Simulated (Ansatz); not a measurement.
Relaxed Ca$_{3}$PbO (anti-perovskite):

```
Ca3PbO
1.0
    9.45629     0.00000     0.00000
    4.72814     4.72814     0.00000
    0.00000     0.00000     4.72814
Ca Pb O
6 2 2
Direct
  0.25000   0.00000   0.50000
  0.75000   0.00000   0.50000
  0.75000   0.50000   0.50000
  0.25000   0.50000   0.50000
  0.00000   0.50000   0.00000
  0.50000   0.50000   0.00000
  0.00000   0.00000   0.00000
  0.50000   0.00000   0.00000
  0.00000   0.50000   0.50000
  0.50000   0.50000   0.50000
```

The atoms are displaced by Q × the pattern below (from a DFPT mode at M = (0.5, 0.5, 0.0), largest move 1; Q in Å), at fixed cell. (q is in reciprocal vectors of the primitive cell; the cell shown is doubled to hold the pattern.)

```tsv
atom	x	y	z
Ca1	-1.000	0.000	0.000
Ca2	1.000	0.000	0.000
Ca3	0.000	-1.000	0.000
Ca4	0.000	1.000	0.000
```

Atoms not listed stay in place.

All values below come from LDA (plane waves to 420 eV, PAW, scalar-relativistic; Ansatz, an electronic-structure program). k mesh 10×10×10 (Γ-centred), Fermi-Dirac smearing 0.05 eV. E stands for the smeared free energy. With partly filled bands, energies and forces of such displacements shift with the k mesh and the smearing. At this level the bands of Ca3PbO touch or barely overlap. Ca3PbO was relaxed with its symmetry unable to fall. Spin-orbit coupling is left out, though Pb is heavy. The zero of ΔE is the undisplaced structure. The last digit holds for this mesh only.

```csv
Q (Å),ΔE (meV/cell)
-0.2800,1404.2
-0.2333,withheld
-0.1867,623.9
-0.1400,350.7
-0.0933,155.8
-0.0467,39.0
0.0000,0.0
0.0467,39.0
0.0933,155.8
0.1400,350.7
0.1867,623.9
0.2333,withheld
0.2800,1404.2
```

Task: Fit an even polynomial form (powers 2, 4) to the given rows and predict ΔE at Q = 0.2333.

Result: Least squares on the 11 given rows: ΔE = (17890)·Q² + (274.4)·Q⁴, in meV/cell with Q in Å; root-mean-square residual 0.04 meV/cell. At 0.2333 the fit gives 974.5 meV/cell; the calculation gives 975.2 meV/cell, so the interpolation is off by -0.7 (-0.1 %). The quadratic term alone would give 973.7 meV/cell.

(For displaced atoms, the force is minus the slope of the energy, and its curvature is a force constant, which sets phonon frequencies.)
